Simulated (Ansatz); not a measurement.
GaN (zinc blende), relaxed with r²SCAN (Ansatz, a first-principles code, plane waves, PAW): a = b = c = 4.4981 Å, α = β = γ = 90.00°.

gap (eV): 2.17
ΔH_f (eV/atom): -0.64
B₀ by P(V) fit (GPa): 196
K_Hill (GPa): 196
G_Hill (GPa): 113
ε∞: 5.50
ε0: 9.95
highest Γ mode, no LO–TO term (cm⁻¹): 545
electron conductivity mass (mₑ): 0.17
Θ_D (K): 631

The same phase is relaxed and computed with LDA in the same code. What are the cell and these values now?

a = b = c = 4.4552 Å, α = β = γ = 90.00°.

- gap (eV) = 1.96
- ΔH_f (eV/atom) = -0.73
- B₀ by P(V) fit (GPa) = 202
- K_Hill (GPa) = 202
- G_Hill (GPa) = 112
- ε∞ = 5.76
- ε0 = 10.1
- highest Γ mode, no LO–TO term (cm⁻¹) = 553
- electron conductivity mass (mₑ) = 0.18
- Θ_D (K) = 628

All cells were relaxed under the symmetry of their starts (and spin orders); stability against distortions was not tested throughout. Scalar-relativistic: spin–orbit coupling is off unless named, which matters more the heavier the elements.

Potentials: the earlier of the program's two PAW sets.

Ansatz is a plane-wave DFT program.

Formation energies count from the lowest solids of the elements computed at the same level, not from gases.
